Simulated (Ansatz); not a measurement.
CsSnI3 (Pm-3m), two-dimensional strain map

Theory: DFT PBEsol, scalar-relativistic, plane waves, PAW (Ansatz 0.2.0). Settings: plane waves to 420 eV, k-mesh 6×6×6 (Γ-centred), Gaussian smearing 0.03 eV. Spin–orbit coupling is left out, which matters for the heavy elements here. No spin polarisation. Energies are free energies at this smearing, counted from the undisturbed cell; pressure is positive in compression.

The undisturbed cell (as given, not relaxed at this level; it stands at -0.6 GPa):

```yaml
crystal:
  lattice:
    - [6.20570, 0.00000, 0.00000]
    - [0.00000, 6.20570, 0.00000]
    - [0.00000, 0.00000, 6.20570]
  atoms:
    - { symbol: Cs, position: [0.00000, 0.00000, 0.00000] }
    - { symbol: Sn, position: [0.50000, 0.50000, 0.50000] }
    - { symbol: I, position: [0.00000, 0.50000, 0.50000] }
    - { symbol: I, position: [0.50000, 0.00000, 0.50000] }
    - { symbol: I, position: [0.50000, 0.50000, 0.00000] }
```

The cell is strained by p along both x and y and by q along z, fractional coordinates fixed. Points are written (p, q).

Energy above the undisturbed cell in meV/atom (a dash: not computed):

```
 p \ q  -0.080  -0.040  0.000  0.040  0.080
-0.080   145.3    99.7   84.3   88.7  105.3
-0.040    57.7       –   10.1      –   42.0
 0.000    37.3     4.0    0.0   14.6   40.1
 0.040    59.4       –   31.1      –   78.9
 0.080   108.0       –   87.6      –  142.4
```

Pressure in GPa:

| p \ q | -0.080 | -0.040 | 0.000 | 0.040 | 0.080 |
| --- | --- | --- | --- | --- | --- |
| -0.080 | 6.5 | 4.8 | 3.6 | 2.8 | 2.3 |
| -0.040 | 3.3 | – | 1.0 | – | 0.0 |
| 0.000 | 1.4 | 0.2 | -0.6 | -1.1 | -1.4 |
| 0.040 | 0.1 | – | -1.5 | – | -2.2 |
| 0.080 | -0.6 | – | -2.0 | – | -2.6 |

Gap on the k-mesh in eV:

```
 p \ q  -0.080  -0.040  0.000  0.040  0.080
-0.080    0.00    0.06   0.00   0.00   0.00
-0.040    0.00       –   0.18      –   0.20
 0.000    0.00    0.00   0.27   0.26   0.26
 0.040    0.00       –   0.50      –   0.73
 0.080    0.00       –   0.66      –   1.06
```

Where the gap reads zero the k-mesh, chosen for the insulator, is on the coarse side.

Symmetry holds off the tilts and polar distortions that many cubic perovskites undergo.